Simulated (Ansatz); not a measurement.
MgS (rock salt)

```xyz
2
Lattice="0.0000 2.6015 2.6015 2.6015 0.0000 2.6015 2.6015 2.6015 0.0000" Properties=species:S:1:pos:R:3 pbc="T T T"
S      0.0000     0.0000     0.0000
Mg     2.6015     2.6015     2.6015
```

E(V) scan at fixed shape, V₀ the volume above. Symmetry pins the atoms to their sites.

Level of theory: r2SCAN (plane waves to 500 eV, PAW, scalar-relativistic; Ansatz, a first-principles code). k mesh 12×12×12 (Γ-centred), Fermi-Dirac smearing 0.05 eV. E stands for the smeared free energy. Compression counts positive. MgS was relaxed with its symmetry unable to fall. The zero of ΔE is the relaxed starting cell.

| V (Å³/atom) | ΔE (meV/atom) |
|---|---|
| 15.847 | 52.3 |
| 16.287 | 28.1 |
| 16.727 | 11.9 |
| 17.167 | 2.9 |
| 17.607 | 0.0 |
| 18.048 | 2.6 |
| 18.488 | withheld |
| 18.928 | 21.8 |
| 19.368 | 37.3 |

Q: Fit a third-order Birch-Murnaghan form (E₀, V₀, B₀, B₀′ free) to the given rows and predict ΔE at V = 18.488.

A: Least squares on the 8 given rows: ΔE = E₀ + (9V₀B₀/16)·y²·[2 + (B₀′ − 4)y], y = (V₀/V)^(2/3) − 1, with V₀ = 17.608 Å³/atom, B₀ = 79.77 GPa (160.2 GPa = 1 eV/Å³; the term in eV is multiplied by 1000), B₀′ = 4.05, E₀ = -0.01 meV/atom; root-mean-square residual 0.03 meV/atom. At 18.488 the fit gives 10.1 meV/atom; the calculation gives 10.1 meV/atom, the same to the digits shown. For the pressure the fit gives -3.5 GPa against the computed -3.5 GPa.

(Under strain, the slope of the energy per volume gives the stress and its curvature an elastic modulus.)
